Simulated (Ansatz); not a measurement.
## MnPt: zone-centre modes

The calculation used DFT PBEsol, scalar-relativistic, plane waves, PAW (Ansatz 0.2.0). Cutoff 420 eV, Γ-centred 18×18×18 k-points, Gaussian smearing of 0.15 eV. Spin–orbit coupling is left out, which matters for the heavy elements here. Collinear spins, started from moments 4.1, 4.1, 0.5, 0.5 μB in atom order; the magnetic state may not be the lowest.

Reference structure (relaxed at this level; it needn't be the usual structure):

```
Mn Pt
1.0
     2.87608    2.87608    0.00000
     2.87608   -2.87608    0.00000
    -2.87608    0.00000   -3.48793
Mn Pt
2 2
Direct
  0.50000 0.50000 0.00000
  0.00000 0.00000 0.00000
  0.25000 0.75000 0.50000
  0.75000 0.25000 0.50000
```

Harmonic modes by finite displacements of 0.02 Å, without the LO–TO term. The cell doubles the primitive one, so its zone centre also holds the primitive cell's point q = (1/2, 1/2, 1/2).

(1) At this geometry, is the structure stable against these modes?

(2) List the wavenumbers in cm⁻¹.

## Answers

(1) Yes: no mode is imaginary beyond 10 cm⁻¹, and only the three translations lie near zero.

(2) 0, 0, 0, 100, 149, 149, 182, 182, 202, 226, 243, 243.

Cost: 1 run of about 7.1 core-minutes, on AMD EPYC 9R45 (Zen 5) (shared hosts).